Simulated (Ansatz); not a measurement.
A distorted cell of WSi2 (MoSi2 type, space group I4/mmm):

```
CELL_PARAMETERS angstrom
     -1.63070     1.63070     3.97282
      1.63070    -1.63070     3.97282
      1.63070     1.63070    -3.97282
ATOMIC_POSITIONS crystal
  W  0.00000 0.00000 0.00000
  Si 0.33506 0.33506 0.00000
  Si 0.66494 0.66494 0.00000
```

Level of theory: PBE (plane waves to 420 eV, PAW, scalar-relativistic; Ansatz, an electronic-structure program). k mesh 20×20×20 (Γ-centred), Fermi-Dirac smearing 0.05 eV. E stands for the smeared free energy. Compression counts positive. Spin-orbit coupling is left out, though W is heavy. The PAW data are Ansatz's earlier set. WSi2 is run without spin polarisation. WSi2 was relaxed with its symmetry unable to fall.

Question: What is the stress tensor (GPa)?

Answer: 
```
   -5.8      0.0      0.0
    0.0     -5.8      0.0
    0.0      0.0     -6.6
```
The pressure, a third of the trace, is -6.1 GPa.

Question: It is the relaxed cell scaled evenly to V/V₀ = 1.030, atoms relaxed where free. What is its energy relative to the relaxed cell?

Answer: 8 meV/atom.

(A scan under strain: stresses follow from slopes of the energy per volume, elastic moduli from its curvatures.)
